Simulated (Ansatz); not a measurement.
**Structure relaxation, Fe**

The start is a randomly generated symmetric cell of Fe (space group No. 166). The cell and all atomic positions are relaxed at zero pressure with PBEsol (plane waves to 420 eV, PAW, scalar-relativistic; Ansatz, a program for electronic structure). The first steps use a coarse 18×18×18 k-mesh.

The start:
```
Fe
1.0
    2.24096     1.29382     0.68575
   -2.24096     1.29382     0.68575
    0.00000    -2.58764     0.68575
Fe
1
Direct
  0.00000   0.00000   0.00000
```
Spin-polarised start, with parallel moments on Fe.

**Question.** What symmetry does the relaxed structure have?

**Answer.** The space group goes from R-3m (No. 166) to Im-3m (No. 229); the end is bcc (W type), with 1 atom in the primitive magnetic cell.

**Question.** How does the volume change?

**Answer.** -9.3 %, from 11.93 to 10.82 Å³/atom.

**Question.** How do the shortest distances between atoms change?

**Answer.** The closest pairs of elements (up to four, under 3.6 Å), start → end: Fe–Fe 2.06 → 2.41 Å.

**Question.** Is the relaxed structure metallic? Give its gap.

**Answer.** Zero (metallic).

**Question.** What magnetic moments remain?

**Answer.** Net 2.10 μB/atom, ferromagnetic.

**Question.** Write out the relaxed structure.

**Answer.** 
```cif
data_Fe2
_chemical_formula_sum 'Fe2'
_space_group_name_H-M_alt 'Im-3m'
_space_group_IT_number 229
_space_group_name_Hall '-I 4 2 3'
_cell_length_a 2.78678
_cell_length_b 2.78678
_cell_length_c 2.78678
_cell_angle_alpha 90.000
_cell_angle_beta 90.000
_cell_angle_gamma 90.000
loop_
_atom_site_label
_atom_site_type_symbol
_atom_site_symmetry_multiplicity
_atom_site_Wyckoff_symbol
_atom_site_fract_x
_atom_site_fract_y
_atom_site_fract_z
_atom_site_occupancy
Fe1 Fe 2 a 0.00000 0.00000 0.00000 1
```
(The calculation used a cell of 1 atom; values per cell refer to that cell.)

Final values are on a 23×23×23 k-mesh of the relaxed cell. Spin state reached: ferromagnetic (net 2.10 μB/atom), from parallel starting moments; other spin orders were not run from this start.

The run could not lose the symmetry of its start; a randomly shaken copy of 2 atoms returns to this structure.
